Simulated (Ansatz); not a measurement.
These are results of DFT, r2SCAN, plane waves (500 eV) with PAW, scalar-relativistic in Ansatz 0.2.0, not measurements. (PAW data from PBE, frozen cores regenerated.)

An element in the dhcp structure gives this curve. The cell is scaled uniformly from the relaxed one, with fractional coordinates and shape fixed. Energies are extrapolated to zero smearing, pressures are those at the given smearing. Magnetic state: spin not included.

```csv
V (Å³/atom),E − E₀ (meV/atom),P (GPa)
26.332,55.0,5.78
27.529,22.0,3.36
28.726,4.8,1.49
29.923,0.0,0.05
31.120,4.7,-1.07
32.317,16.7,-1.94
33.514,34.4,-2.61
```

(1) Which element is it?
A. thallium
B. tin
C. antimony
D. scandium

Answers

(1) A. Its fit is V₀ = 29.88 Å³/atom, B₀ = 32 GPa, B₀′ = 5.4.
